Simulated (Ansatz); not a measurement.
The start is a generated trial cell of PtSe2 in the AFLOW prototype A2B_cP6_224_b_a (C3, as in Cu2O). Cell shape, volume and atoms are optimised at zero target pressure with PBEsol (plane waves to 420 eV, PAW, scalar-relativistic; Ansatz, a program for electronic structure). The first steps use a coarse 5×5×5 k-mesh.

Starting cell:
```yaml
crystal:
  lattice:
    - [5.05243, 0.00000, 0.00000]
    - [0.00000, 5.05243, 0.00000]
    - [0.00000, 0.00000, 5.05243]
  atoms:
    - { symbol: Se, position: [0.75000, 0.75000, 0.75000] }
    - { symbol: Se, position: [0.75000, 0.25000, 0.25000] }
    - { symbol: Se, position: [0.25000, 0.75000, 0.25000] }
    - { symbol: Se, position: [0.25000, 0.25000, 0.75000] }
    - { symbol: Pt, position: [0.00000, 0.00000, 0.00000] }
    - { symbol: Pt, position: [0.50000, 0.50000, 0.50000] }
```

| Quantity | Result |
|---|---|
| Initial pressure | +28 GPa (positive: the cell is compressed) |
| Outcome | The space group stays Pn-3m (No. 224) (the run could not lower it); the end is AFLOW prototype A2B_cP6_224_b_a (C3, as in Cu2O), with 6 atoms in the primitive cell |
| Energy released | 0.36 eV/atom |
| Volume change | +24.1 %, from 21.50 to 26.68 Å³/atom |
| Optimiser moves | 9 |

Final values are on a 9×9×9 k-mesh of the relaxed cell. No spin polarisation in the result. A magnetic state may lie lower.

The run could not lower the symmetry of its start; a shaken copy of this end point relaxes with PBEsol to P1 (No. 1), 0.46 eV/atom lower.

The relaxed structure here is a generated cell of PtSe2: the first start was made by placing the elements on the sites of a structure type, and the end was not matched to a known phase here, so it may be hypothetical. Known forms of PtSe2 include space group No. 164.
